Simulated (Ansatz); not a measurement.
The start is a generated cell, TiTe2 built in the marcasite structure type. A full variable-cell relaxation at zero pressure is run with PBE (plane waves to 420 eV, PAW, scalar-relativistic; Ansatz, an electronic-structure program). The first steps use a coarse 4×4×5 k-mesh.

Input geometry:
```
CELL_PARAMETERS angstrom
      5.80320     0.00000     0.00000
      0.00000     7.08276     0.00000
      0.00000     0.00000     4.42154
ATOMIC_POSITIONS crystal
  Ti 0.00000 0.00000 0.00000
  Ti 0.50000 0.50000 0.50000
  Te 0.20040 0.37870 0.00000
  Te 0.70040 0.12130 0.50000
  Te 0.29960 0.87870 0.50000
  Te 0.79960 0.62130 0.00000
```

```yaml
initial_pressure: "-4 GPa (negative: the cell is under tension)"
largest_initial_force: about 1.3 eV/Å, on Te3, Te4, Te5, Te6 (atoms numbered as listed)
outcome: The space group stays Pnnm (No. 58) (the run could not lower it); the end is AFLOW prototype AB2_oP6_58_a_g (as in Fe2C), with 6 atoms in the primitive cell
volume_change: -11.1 %, from 30.29 to 26.93 Å³/atom
band_gap_at_the_end: zero (metallic)
optimiser_moves: 10
```

Final values are on a 8×7×13 k-mesh of the relaxed cell. No spin polarisation in the result.

The run could not lose the symmetry of its start; a randomly shaken copy of 12 atoms returns to this structure.

The relaxed structure here is a generated cell of TiTe2: the first start was made by placing the elements on the sites of a structure type, and the end was not matched to a known phase here, so it may be hypothetical. Known forms of TiTe2 include space group No. 164.
